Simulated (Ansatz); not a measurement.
Moving the functional in Zn3H

```cif
data_structure
_symmetry_space_group_name_H-M 'Fm-3m'
_symmetry_Int_Tables_number 225
_cell_length_a 5.9932
_cell_length_b 5.9932
_cell_length_c 5.9932
_cell_angle_alpha 90.000
_cell_angle_beta 90.000
_cell_angle_gamma 90.000
_cell_volume 215.26
loop_
_atom_site_label
_atom_site_type_symbol
_atom_site_symmetry_multiplicity
_atom_site_Wyckoff_symbol
_atom_site_fract_x
_atom_site_fract_y
_atom_site_fract_z
_atom_site_occupancy
Zn1 Zn 4 b 0.50000 0.00000 0.00000 1
Zn2 Zn 8 c 0.25000 0.75000 0.75000 1
H1 H 4 a 0.00000 0.00000 0.00000 1
```

The cell comes from a database or a generator and needn't be the stable form of this composition.

Kept alike: task band structure; k mesh 6 × 6 × 6; occupations fermi-dirac, width 0.05 eV; no spin polarisation. Program: Ansatz, Ansatz PAW. Cutoffs run from 420 to 500 eV. The mesh is that of the run's cell of 4 atoms. No spin-orbit coupling.

```csv
functional,pressure (GPa)
BLYP,5.32
LDA,-7.36
PBE,-0.01
PBEsol,-4.51
RPBE,2.71
r2SCAN,-3.37
revPBE,1.96
```

Pressure is positive in compression, with a Pulay correction for the finite cutoff. For a metal such a mesh leaves the last digits unconverged. All rows use potentials made for PBE.

Question: What does the functional change here?

Answer: The pressure runs from -7.36 (LDA) to 5.32 GPa (BLYP). From PBE: BLYP +5.33; LDA -7.35; PBEsol -4.50; RPBE +2.72; r2SCAN -3.36; revPBE +1.97. A positive pressure means that the functional's own cell is larger than the one given, a negative one that it is smaller.
